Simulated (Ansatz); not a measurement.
Input:

Pt (fcc, Cu type)

```
CELL_PARAMETERS angstrom
      3.97009     0.00000     0.00000
      0.00000     3.97009     0.00000
      0.00000     0.00000     3.97009
ATOMIC_POSITIONS crystal
  Pt 0.00000 0.00000 0.00000
  Pt 0.50000 0.50000 0.00000
  Pt 0.50000 0.00000 0.50000
  Pt 0.00000 0.50000 0.50000
```

Scan: atom 3 (Pt, nearest neighbour Pt at 2.807 Å; its periodic images, 4.0 Å or more away, move with it) is displaced along Cartesian z, direction (0.000, 0.000, 1.000) in Cartesian axes, by s. The other atoms stay.

Level of theory: PBE (plane waves to 420 eV, PAW, scalar-relativistic; Ansatz, a quantum-chemistry and plane-wave program). k mesh 10×10×10 (Γ-centred), Fermi-Dirac smearing 0.05 eV. Energies are smeared free energies. With partly filled bands, energies and forces of such displacements shift with the k mesh and the smearing. Pt is run without spin polarisation. Pt was relaxed with its symmetry unable to fall. Spin-orbit coupling is left out, though Pt is heavy. The PAW data are Ansatz's earlier set. The zero of ΔE is the undisplaced structure.

The scan covers s from -0.280 to 0.280 Å in 11 points.

Question: Is the energy the same for equal positive and negative displacements?

Answer: Even: the same for both signs. With its periodic images moving along, the atom's site symmetry in this cell is m-3m.

Question: What is the force constant k = d²E/ds² of this move at s = 0?

Answer: 11.2 eV/Å².

(For displaced atoms, the force is minus the slope of the energy, and its curvature is a force constant, which sets phonon frequencies.)
